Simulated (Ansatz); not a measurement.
## Li2Pt (P6/mmm): electronic heat capacity and spin susceptibility from the density of states

Method: DFT r2SCAN, scalar-relativistic, plane waves, PAW in Ansatz.

Settings: cutoff 500 eV, Γ-centred mesh 12×12×16 on the computed 3-atom cell, Gaussian smearing of 0.10 eV; no spin polarisation.

Relaxed cell: P6/mmm, a = 4.183 Å, b = 4.183 Å, c = 2.647 Å, α = 90.00°, β = 90.00°, γ = 120.00°, 3 atoms in the primitive cell. Whether it is the stable form of this composition wasn't checked.

The density of states at the Fermi level is 0.660 states/eV in the cell of 3 atoms (1 formula unit; both spins, tetrahedra on a 18×18×24 mesh).

Problem. What Sommerfeld coefficient and Pauli susceptibility does this give?

Solution. Per formula unit N(E_F) = 0.660 states/eV. γ = (π²/3) k_B² N(E_F) N_A = 2.357 mJ/(mol K²) per state/eV, so γ = 1.6 mJ/(mol K²), a mole of formula units. χ_P = μ_B² N(E_F) N_A = 3.23×10⁻⁵ emu/mol per state/eV gives 2.1×10⁻⁵ emu/mol. This is the bare band result: a measured γ of the same phase is as a rule larger by a factor 1 + λ from phonons and spin fluctuations, the spin part of χ is larger by the Stoner factor, and a measured χ also holds orbital and core terms. N(E_F) at one energy is sensitive to the mesh where the density of states has sharp peaks.

Spin-orbit coupling is left out, which matters for the bands of heavy elements.